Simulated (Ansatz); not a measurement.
One crystal and one scan (energy against volume) at two levels, PBE (plane waves to 420 eV, PAW, scalar-relativistic; Ansatz, a quantum-chemistry and plane-wave program) and r2SCAN (plane waves to 500 eV, PAW, scalar-relativistic; Ansatz), each from its own relaxed cell and on its own mesh. The cell shown is that of PBE.

TiAl (CuAu type, space group P4/mmm)

```xyz
2
Lattice="2.8241 0.0000 0.0000 0.0000 2.8241 0.0000 0.0000 0.0000 4.0706" Properties=species:S:1:pos:R:3 pbc="T T T"
Al     1.4120     1.4120     2.0353
Ti     0.0000     0.0000     0.0000
```

The volume is varied about the relaxed value V₀ at fixed cell shape. Symmetry pins the atoms to their sites.

E stands for the smeared free energy. The PAW data are Ansatz's earlier set. TiAl is run without spin polarisation. TiAl was relaxed with its symmetry unable to fall. With the shape held, the modulus is that of even scaling; a crystal free to change shape is softer. Percentages come from the unrounded values. Both scans cover V/V₀ from 0.840 to 1.160.

Results of PBE:

| Quantity | Value |
|---|---|
| Lattice constant a (Å) | 2.824 |
| Lattice constant c (Å) | 4.071 |
| Relaxed volume (Å³/atom) | 16.23 |
| Pressure at the smallest volume (GPa) | 27.7 |
| Energy cost of the largest compression (meV/atom) | 195 |
| Energy cost of the largest expansion (meV/atom) | 115 |
| Bulk modulus at fixed cell shape B₀ (third-order Birch-Murnaghan fit) (GPa) | 113.1 |
| Pressure for 5 % compression (fit) (GPa) | 6.4 |

Estimate the r2SCAN values.


```csv
quantity,r2SCAN,PBE − r2SCAN
Lattice constant a (Å),2.813,+0.011 (+0.4 %)
Lattice constant c (Å),4.059,+0.012 (+0.3 %)
Relaxed volume (Å³/atom),16.06,+0.17 (+1.1 %)
Pressure at the smallest volume (GPa),29.3,-1.6 (-6 %)
Energy cost of the largest compression (meV/atom),205,-10 (-5 %)
Energy cost of the largest expansion (meV/atom),122,-7 (-6 %)
Bulk modulus at fixed cell shape B₀ (third-order Birch-Murnaghan fit) (GPa),120.7,-7.6 (-6.3 %)
Pressure for 5 % compression (fit) (GPa),6.8,-0.4 (-6 %)
```

PBE gives the higher value for: lattice constant a; lattice constant c; relaxed volume. PBE gives the lower value for: pressure at the smallest volume; energy cost of the largest compression; energy cost of the largest expansion; bulk modulus at fixed cell shape B₀; pressure for 5 % compression. Neither level is exact: the differences show how much the result hangs on the functional.

(A scan under strain: stresses follow from slopes of the energy per volume, elastic moduli from its curvatures.)
